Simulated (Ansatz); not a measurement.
Input:

HfN:
```yaml
crystal:
  lattice:
    - [0.00000, 2.25092, 2.25092]
    - [2.25092, 0.00000, 2.25092]
    - [2.25092, 2.25092, 0.00000]
  atoms:
    - { symbol: Hf, position: [0.00000, 0.00000, 0.00000] }
    - { symbol: N, position: [0.50000, 0.50000, 0.50000] }
```

This is the PBEsol-relaxed structure.

**Question.** All from PBEsol in the plane-wave PAW code Ansatz, unless another level is named. Give the Poisson's ratio.

**Answer.** 0.25.

**Question.** Predict the highest zone-centre frequency.

**Answer.** 15.05 THz.

Space group Fm-3m (rock salt). The cell was relaxed with PBEsol under the symmetry of its start. No spin polarisation was allowed. With an odd number of electrons in the cell and no spin polarisation, the count alone makes it a metal. As this level gives no gap, phonon frequencies hold no LO–TO term and depend on the k-mesh and smearing (Fermi–Dirac, 0.1 eV here). Spin–orbit coupling is left out wherever it is not named.

Potentials: the earlier of the program's two PAW sets. The files were generated under PBE; for other functionals the program regenerates the frozen cores, and for LDA and PBEsol the local potential too.
